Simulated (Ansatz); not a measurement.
Relaxed PbS (rock salt):

```
CELL_PARAMETERS angstrom
      0.00000     6.00891     6.00891
      3.00445     3.00445     6.00891
      3.00445     3.00445     0.00000
ATOMIC_POSITIONS crystal
  S  0.00000 0.00000 0.00000
  S  0.50000 0.00000 0.00000
  Pb 0.00000 0.50000 0.50000
  Pb 0.50000 0.50000 0.50000
```

A phonon eigenvector at X = (0.5, 0.5, 0.0) is frozen into this cell: atom i moves by Q times the vector below, so Q is the largest atomic displacement, in Å. The cell is held. (q is in reciprocal vectors of the primitive cell; the cell shown is doubled to hold the pattern.)

| atom | x | y | z |
|---|---|---|---|
| S1 | 0.000 | 0.000 | 0.670 |
| S2 | 0.000 | 0.000 | -0.670 |
| Pb3 | 0.000 | 0.000 | -1.000 |
| Pb4 | 0.000 | 0.000 | 1.000 |

The numbers are results of PBE (plane waves to 420 eV, PAW, scalar-relativistic; Ansatz, a quantum-chemistry and plane-wave program), not measurements. k mesh 10×10×10 (Γ-centred), Fermi-Dirac smearing 0.05 eV. The energy includes the smearing's −TS. PbS was relaxed with its symmetry unable to fall. Spin-orbit coupling is left out, though Pb is heavy. ΔE is measured from the undisplaced structure.

```json
[
 {"Q (Å)": "-0.2800", "ΔE (meV/cell)": "383"},
 {"Q (Å)": "-0.2333", "ΔE (meV/cell)": "withheld"},
 {"Q (Å)": "-0.1867", "ΔE (meV/cell)": "108"},
 {"Q (Å)": "-0.1400", "ΔE (meV/cell)": "49"},
 {"Q (Å)": "-0.0933", "ΔE (meV/cell)": "18"},
 {"Q (Å)": "-0.0467", "ΔE (meV/cell)": "4"},
 {"Q (Å)": "0.0000", "ΔE (meV/cell)": "0"},
 {"Q (Å)": "0.0467", "ΔE (meV/cell)": "4"},
 {"Q (Å)": "0.0933", "ΔE (meV/cell)": "18"},
 {"Q (Å)": "0.1400", "ΔE (meV/cell)": "49"},
 {"Q (Å)": "0.1867", "ΔE (meV/cell)": "108"},
 {"Q (Å)": "0.2333", "ΔE (meV/cell)": "withheld"},
 {"Q (Å)": "0.2800", "ΔE (meV/cell)": "383"}
]
```

Q: Fit an even polynomial form (powers 2, 4) to the given rows and predict ΔE at Q = -0.2333.

A: Least squares on the 11 given rows: ΔE = (1685)·Q² + (40810)·Q⁴, in meV/cell with Q in Å; root-mean-square residual 0.2 meV/cell. At -0.2333 the fit gives 213 meV/cell; the calculation gives 212 meV/cell, so the interpolation is off by 1 (+0.5 %). The quadratic term alone would give 92 meV/cell.

(For displaced atoms, the force is minus the slope of the energy, and its curvature is a force constant, which sets phonon frequencies.)
